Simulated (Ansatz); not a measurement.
GaN:
```cif
data_Ga2N2
_chemical_formula_sum 'Ga2 N2'
_space_group_name_H-M_alt 'I4mm'
_space_group_IT_number 107
_space_group_name_Hall 'I 4 -2'
_cell_length_a 2.85284
_cell_length_b 2.85284
_cell_length_c 4.93820
_cell_angle_alpha 90.000
_cell_angle_beta 90.000
_cell_angle_gamma 90.000
loop_
_atom_site_label
_atom_site_type_symbol
_atom_site_symmetry_multiplicity
_atom_site_Wyckoff_symbol
_atom_site_fract_x
_atom_site_fract_y
_atom_site_fract_z
_atom_site_occupancy
Ga1 Ga 2 a 0.00000 0.00000 0.75625 1
N1 N 2 a 0.00000 0.00000 0.35875 1
```
(The calculation used a cell of 2 atoms; values per cell refer to that cell.)

Relaxed with r²SCAN. r²SCAN in the plane-wave PAW code Ansatz gives a gap of 0.74 eV.

What gap does HSE06 give on the same cell (Ansatz, PAW)?

1.45 eV, 0.70 eV more. The hybrid was solved on a coarser mesh and at special points; the gap given is the minimum over both.

| k | v1 r²SCAN | c1 r²SCAN | v1 HSE06 | c1 HSE06 |
|---|---|---|---|---|
| Γ | -0.63 | 1.86 | [?] | [?] |
| M | -2.39 | 2.72 | [?] | [?] |
| X | -2.74 | 0.74 | -2.87 | 1.45 |
| P | -3.43 | 2.80 | -3.55 | 3.57 |
| N | -0.11 | 4.41 | [?] | [?] |
| S0 | -1.01 | 6.43 | [?] | [?] |
| R | -3.80 | 4.03 | -4.05 | 4.84 |

Top valence (v1) and lowest conduction level (c1) in eV from each method's valence maximum (which need not be a listed point): supply the withheld HSE06 values.


- N, v1 HSE06: -0.12
- N, c1 HSE06: 5.04
- M, v1 HSE06: -2.50
- M, c1 HSE06: 3.46
- Γ, v1 HSE06: -0.64
- Γ, c1 HSE06: 2.59
- S0, v1 HSE06: -1.06
- S0, c1 HSE06: 7.26

Cost on shared cores: the r²SCAN run (SCF on a 13×13×13 mesh, then bands and DOS) very roughly 25 core-seconds, the HSE06 run (SCF on 10×10×10, then a few points) very roughly 100 core-seconds; the tasks are unlike.

The first step of the workflow began from a Materials Project structure, measured or hypothetical; the Crystallography Open Database copy checked does not list it. It is not the phase usual at ambient conditions (space group No. 186, 216). The r²SCAN relaxation kept the symmetry of its start; whether a distortion lowers the energy is not shown. Spin–orbit coupling is left out wherever it is not named.

Potentials: the later of the program's two PAW sets.
